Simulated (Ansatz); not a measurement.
Given:

AlN:
Space group F-43m (No. 216); a = b = c = 4.342 Å, α = β = γ = 90.00°

| atom | site | symmetry | x | y | z |
|---|---|---|---|---|---|
| Al | 4a | -43m | 0.0000 | 0.0000 | 0.0000 |
| N | 4d | -43m | 0.7500 | 0.7500 | 0.7500 |
(The calculation used a cell of 2 atoms; values per cell refer to that cell.)

This is the LDA-relaxed structure.

Question: All from plane-wave PAW LDA (Ansatz code), unless another level is named. Give the Born charges (a third of the trace).

Answer: Al +2.54, N -2.54 e.

Question: What about the static dielectric constant ε0 (ions relaxed, cell fixed)?

Answer: 8.36.

Question: Give the electronic dielectric constant ε∞ (DFPT).

Answer: 4.54.

Symmetry was held in the LDA relaxation.

Potentials: the earlier of the program's two PAW sets. The files were generated under PBE; for other functionals the program regenerates the frozen cores, and for LDA and PBEsol the local potential too.
